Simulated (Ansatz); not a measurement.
# A sublattice moved along a line in ZrS

Computed with DFT r2SCAN, scalar-relativistic, plane waves, PAW in Ansatz. The runs took a 500 eV cutoff, a Γ-centred 16×16×16 mesh and Gaussian smearing (0.15 eV). No spin polarisation. Energies are free energies at this smearing, counted from the undisturbed cell; pressure is positive in compression.

The starting cell (as given, not relaxed at this level; it stands at -2.0 GPa, and it needn't be the usual structure):

```yaml
crystal:
  lattice:
    - [0.00000, 2.62500, 2.62500]
    - [2.62500, 0.00000, 2.62500]
    - [2.62500, 2.62500, 0.00000]
  atoms:
    - { symbol: Zr, position: [0.00000, 0.00000, 0.00000] }
    - { symbol: S, position: [0.50000, 0.50000, 0.50000] }
```

Every Zr atom is moved by x along the Cartesian unit vector (0.000, 0.000, -1.000); the cell and all other atoms stay fixed. The cell is metallic on the mesh throughout.

```tsv
x (Å)	ΔE (meV/cell)	force along x on the moved atoms (eV/Å)	pressure (GPa)
-0.3000	286.7	2.41	3.6
-0.1500	57.0	0.82	-0.7
0.0000	0.0	0.00	-2.0
0.0375	3.3	-0.17	-1.9
0.0750	13.2	-0.36	-1.7
0.1125	30.8	-0.58	-1.3
0.1875	93.2	-1.12	0.1
0.2250	?	-1.49	?
0.2625	205.9	?	?
```

By symmetry 0.3000 repeats -0.3000, -0.2250 repeats 0.2250, 0.1500 repeats -0.1500, -0.0750 repeats 0.0750 in energy, with the opposite slope along the path.

Give the withheld values.

ΔE (meV/cell) at x (Å) = 0.2250: 141.9; pressure (GPa) at x (Å) = 0.2250: 1.0; force along x on the moved atoms (eV/Å) at x (Å) = 0.2625: -1.92; pressure (GPa) at x (Å) = 0.2625: 2.2.